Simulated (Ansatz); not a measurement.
GdCu$_{5}$: converged, but where?

The cell (6 atoms) is GdCu$_{5}$ as an experimental structure (space group P6/mmm). Source: COD entry 1524183; it may be a high-temperature, high-pressure or metastable form.

All numbers below come from DFT, r2SCAN, PAW, plane waves, scalar-relativistic (Ansatz development build ahead of 0.2.0).

```yaml
crystal:
  lattice:
    - [5.0359983, 0.0, 0.0]
    - [-2.51799915, 4.36130246, 0.0]
    - [0.0, 0.0, 4.102]
  atoms:
    - { symbol: Cu, position: [0.33333333, 0.66666667, 0.0] }
    - { symbol: Cu, position: [0.66666667, 0.33333333, 0.0] }
    - { symbol: Cu, position: [0.5, 0.0, 0.5] }
    - { symbol: Cu, position: [0.5, 0.5, 0.5] }
    - { symbol: Cu, position: [0.0, 0.5, 0.5] }
    - { symbol: Gd, position: [0.0, 0.0, 0.0] }
hamiltonian:
  xc: r2scan
  pseudopotentials: { kind: paw }
basis:
  ecutwfc: 500
kpoints:
  mp_grid: { grid: [4, 4, 5] }
scf:
  occupations: { method: gaussian, width: 0.05 }
  lower_state_search: "off"
output:
  forces: true
  stress: true
magnetization:
  spin_polarized: true
```

Command:
```sh
ansatz run input.yaml --threads 2 --pin off --max-ram 5120MiB --backend cpu --events-out ev --progress --plain --runs-dir out
```

It took 32 s on 2 threads of Arm Neoverse V1, on a shared host, peak memory 0.71 GiB.

The end of the output:

```
SCF converged after 23 iterations
Magnetization: 8.0999 μB (60.5499 up, 52.4501 down)
Absolute magnetization: 8.1263 μB (∫|ρ↑−ρ↓|, with the PAW one-centre terms)
Spin contamination: 0.0355 ħ² per cell (⟨S²⟩ above its minimum at these occupations)
Per-site moments (μB) at R_I (Å): [(0.0417, 1.0370), (0.0417, 1.0370), (0.0960, 1.0370), (0.0960, 1.0370), (0.0960, 1.0370), (7.1726, 1.1993)]
Free energy (F): -42503.338804 eV
Harris-Foulkes:  -42503.338804 eV  (|F-HF|=3.78e-9)
Internal energy: -42503.335151 eV  (E = F + TS)
E sigma→0 (E₀):  -42503.336977 eV
Entropy (-TS):   -0.003653 eV (-0.609 meV/atom)
Fermi energy:    15.500069 eV
--- Forces (eV/Å), atoms counted from 1 ---
  atom   1  Cu    -0.00000000    -0.00000000     0.00000000
  atom   2  Cu    -0.00000000    -0.00000000     0.00000000
  atom   3  Cu     0.00000000    -0.00000000     0.00000000
  atom   4  Cu    -0.00000000     0.00000000     0.00000000
  atom   5  Cu    -0.00000000    -0.00000000     0.00000000
  atom   6  Gd     0.00000000     0.00000000     0.00000000
--- Stress (GPa, compression-positive) ---
       -1.964309       0.000000       0.000000
        0.000000      -1.964309       0.000000
        0.000000       0.000000      -3.738187
  P = ⅓ Tr σ = -2.5556 GPa (-25.556 kbar)
```

With one magnetic atom in the cell its copies can only be parallel; orders in a larger cell may lie lower.

No moments are typed, so the program seeds parallel moments of its own.

Site moments are taken inside atomic spheres and don't add up to the total.

Has the SCF ended in the lowest solution? If not, by how much is it too high?

No lower state turned up: it is the lowest of 5 states reached by 18 converged runs, and the next lies 760 meV/atom higher (spin-polarised on one atom of the cell, site moments Cu1 0.04, Cu2 0.04, Cu3 0.09, Cu4 0.09, Cu5 0.10, Gd6 1.16 μB, total 1.84 μB per cell, no gap on the k-mesh). That doesn't prove a ground state. States within about 5 meV/atom are too close for this mesh, smearing and search to settle their order. Only collinear orders within this cell were tried; the true ground state may need a larger cell. Sign patterns typed on Cu1 Cu2 Cu3 Cu4 Cu5 Gd6: ++++++, ++----, +++++-, ++--++, 00000+; other orders that fit weren't typed.
